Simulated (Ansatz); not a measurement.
VSi₂ in space group P6_222 (No. 180; V on 3d, Si on 6j), r²SCAN in the plane-wave PAW code Ansatz, all energies at zero smearing, with the estimated change up to a 700 eV cutoff added, with one set of potentials and settings (totals compare only within such a set). Cell of 9 atoms (3 V, 6 Si): -12589.781 eV.

| element | reference phase | E (eV/atom) |
|---|---|---|
| V | Im-3m, 1 atoms in the cell | -2917.0669 |
| Si | Fd-3m, 2 atoms in the cell | -639.0667 |

Formation energy per atom, worked out: (-12589.781 − 3×(-2917.0669) − 6×(-639.0667))/9 = -0.464 eV/atom (-45 kJ per mol of atoms), at 0 K, without zero-point energy or fitted corrections.

The r²SCAN relaxation kept the symmetry of its start; of distortions, only those at the zone centre were tested. The run is not spin-polarised. The references are the lowest solids computed at this level, not always the standard phases.

Potentials: the later of the program's two PAW sets.
